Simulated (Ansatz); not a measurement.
Sc₃Al (Cu3Au type, Pm-3m), a = 4.374 Å, b = 4.374 Å, c = 4.374 Å, α = 90.00°, β = 90.00°, γ = 90.00°.

This is the PBEsol-relaxed structure.

### Question
All from the program Ansatz at the PBEsol level (PAW), unless another level is named. Estimate the bulk modulus (Birch–Murnaghan fit).

### Answer
67.8 GPa.

### Question
What about the elastic constants (relaxed ions, GPa)?

### Answer
C11 = 111, C12 = 45.7, C44 = 54.7.

The workflow started from a Materials Project entry (that database holds measured and hypothetical structures alike); the Crystallography Open Database copy checked does not list it. Its standing as an ambient phase is unchecked. The cell was relaxed with PBEsol under the symmetry of its start; its stability against distortions is not shown here. The run is not spin-polarised. As this level gives no gap, shear constants depend on the k-mesh and smearing (Fermi–Dirac, 0.1 eV here).

Potentials: the later of the program's two PAW sets.
